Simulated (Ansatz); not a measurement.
Zr5Ge3:
```
Zr5Ge3
1.0
    8.08457     0.00000     0.00000
   -4.04228     7.00144     0.00000
    0.00000     0.00000     5.61498
Zr Ge
10 6
Direct
  0.00000   0.74601   0.75000
  0.00000   0.25399   0.25000
  0.25399   0.00000   0.25000
  0.74601   0.00000   0.75000
  0.25399   0.25399   0.75000
  0.74601   0.74601   0.25000
  0.33333   0.66667   0.50000
  0.66667   0.33333   0.50000
  0.66667   0.33333   0.00000
  0.33333   0.66667   0.00000
  0.38748   0.00000   0.75000
  0.61252   0.00000   0.25000
  0.38748   0.38748   0.25000
  0.61252   0.61252   0.75000
  0.00000   0.38748   0.75000
  0.00000   0.61252   0.25000
```

Relaxed with r²SCAN. Special points in fractions of this cell's reciprocal vectors: Γ (0.000, 0.000, 0.000); M (0.500, 0.000, 0.000); K (0.333, 0.333, 0.000); A (0.000, 0.000, 0.500); L (0.500, 0.000, 0.500); H (0.333, 0.333, 0.500).

List the band energies nearest the Fermi level at these points for the program Ansatz at the r²SCAN with spin–orbit coupling level (PAW).

In eV from the Fermi level; about four levels below and three above (degenerate sets whole), none deeper than 8.9 eV; points with the same levels are listed once.

```json
[
 {"k": "Γ", "below": "-0.80 -0.80 -0.80 -0.80", "above": "0.47 0.47 0.47 0.47"},
 {"k": "M", "below": "-0.48 -0.48 -0.22 -0.22", "above": "0.15 0.15 0.71 0.71"},
 {"k": "K", "below": "-0.81 -0.81 -0.81 -0.81 -0.62 -0.62", "above": "0.00 0.00 0.01 0.01"},
 {"k": "A", "below": "-1.01 -1.01 -1.01 -1.01", "above": "0.42 0.42 0.42 0.42"},
 {"k": "L", "below": "-0.21 -0.21 -0.21 -0.21", "above": "0.69 0.69 0.69 0.69"},
 {"k": "H", "below": "-0.31 -0.31 -0.31 -0.31", "above": "0.58 0.58 0.58 0.58"}
]
```

Space group P6_3/mcm. The first step of the workflow began from a Materials Project structure, measured or hypothetical; the Crystallography Open Database copy checked does not list it. Its standing as an ambient phase is unchecked. Symmetry was held in the r²SCAN relaxation; whether a distortion lowers the energy is not shown. No spin polarisation was allowed.

Potentials: the later of the program's two PAW sets.
